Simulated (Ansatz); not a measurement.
ZnCu₂GeS₄:
```cif
data_Cu4Ge2S8Zn2
_chemical_formula_sum 'Cu4 Zn2 Ge2 S8'
_space_group_name_H-M_alt 'I-4'
_space_group_IT_number 82
_space_group_name_Hall 'I -4'
_cell_length_a 5.26705
_cell_length_b 5.26705
_cell_length_c 10.48335
_cell_angle_alpha 90.000
_cell_angle_beta 90.000
_cell_angle_gamma 90.000
loop_
_atom_site_label
_atom_site_type_symbol
_atom_site_symmetry_multiplicity
_atom_site_Wyckoff_symbol
_atom_site_fract_x
_atom_site_fract_y
_atom_site_fract_z
_atom_site_occupancy
Cu1 Cu 2 a 0.00000 0.00000 0.00000 1
Cu2 Cu 2 c 0.00000 0.50000 0.25000 1
Zn1 Zn 2 d 0.50000 0.00000 0.25000 1
Ge1 Ge 2 b 0.00000 0.00000 0.50000 1
S1 S 8 g 0.24434 0.25411 0.37633 1
```
(The calculation used a cell of 8 atoms; values per cell refer to that cell.)

Relaxed with PBEsol. The program Ansatz at the PBEsol level (PAW) gives a gap of 0.60 eV.

### Question
What gap does HSE06 give on the same cell (Ansatz, PAW)?

### Answer
1.84 eV, 1.24 eV more. The hybrid was solved on a coarser mesh and at special points; its gap is the smallest among all of these.

Cost on shared cores: the PBEsol run (SCF on a 8×8×8 mesh, then bands and DOS) about 6 core-minutes (a rough figure), the HSE06 run (SCF on 5×5×5, then a few points) about 11 core-minutes (a rough figure); the tasks are unlike.

The PBEsol relaxation kept the symmetry of its start. No spin polarisation was allowed. Spin–orbit coupling is left out wherever it is not named.

Potentials: the later of the program's two PAW sets.
